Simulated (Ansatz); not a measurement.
## CaO, first-principles data

CaO:
```
CELL_PARAMETERS angstrom
      0.00000     2.58965     2.58965
      2.58965     0.00000     2.58965
      2.58965     2.58965     0.00000
ATOMIC_POSITIONS crystal
  Ca 0.00000 0.00000 0.00000
  O  0.25000 0.25000 0.25000
```

Space group F-43m (No. 216), zinc blende; conventional cell a = 5.1793 Å, b = 5.1793 Å, c = 5.1793 Å, α = 90.00°, β = 90.00°, γ = 90.00°.

Method: the program Ansatz at the PBEsol level (PAW). The cell and atoms are relaxed at this level. Other levels are named where they apply.

**Cell and energy**

```
Property                                                       Value
-----------------------------------------------------  -------------
Volume per atom                                             17.37 Å³
Density                                                   2.68 g/cm³
Formation energy from the elements (no fitted shifts)  -2.79 eV/atom
```

**Electronic structure**

```
Property                                               Result
----------------------------------------  -------------------
Band gap                                   3.27 eV (indirect)
Valence-band maximum                                     at W
Conduction-band minimum                                  at Γ
Smallest direct gap on the standard path              3.93 eV
Electron effective mass                   0.42 mₑ (isotropic)
HSE06 gap on the PBEsol cell                          4.81 eV
```

**Mechanics**

```
Item                                                                                          Value
-----------------------------------------------------------  --------------------------------------
Bulk modulus (Birch–Murnaghan fit)                                                         81.8 GPa
Pressure derivative B′                                                                          4.1
Elastic constants (relaxed ions, GPa)                            C11 = 92.1, C12 = 76.7, C44 = 37.1
Mechanical stability                                         stable (all eigenvalues of C positive)
Hill bulk and shear moduli                                                        81.8 and 20.0 GPa
Young's modulus                                                                            55.4 GPa
Poisson's ratio                                                                                0.39
Debye temperature from the elastic constants                                                  355 K
Piezoelectric stress constants (proper, relaxed ions, C/m²)                  e14 = e25 = e36 = 0.44
```

**Dielectric response**

```
Quantity                                                                Value
--------------------------------------------------------  -------------------
Electronic dielectric constant ε∞ (DFPT)                                 3.34
Static dielectric constant ε0 (ions relaxed, cell fixed)                 7.07
Born charges (a third of the trace)                       Ca +2.09, O -2.09 e
Largest static χ(2) component                                         16 pm/V
```

**Phonons**

```
Property                                                                   Value
--------------------------------------------------  ----------------------------
Highest zone-centre frequency (without LO–TO term)                     11.42 THz
Zone-centre stability                                     no imaginary mode at Γ
Dynamical stability on the path                     stable (no imaginary branch)
Zero-point energy                                                  54.6 meV/atom
Vibrational entropy at 300 K                             21.8 J/(K·mol of atoms)
```

The start of the workflow was typed in or built on a structure type; neither database checked (COD, Materials Project) lists it. It is not the phase usual at ambient conditions (space group No. 225). The cell was relaxed with PBEsol under the symmetry of its start. Signs of piezoelectric constants follow the polarity of the cell as given. The references are the lowest solids computed at this level, not always the standard phases (solids in place of the gases).

Potentials: the earlier of the program's two PAW sets. The files were generated under PBE; for other functionals the program regenerates the frozen cores, and for LDA and PBEsol the local potential too.
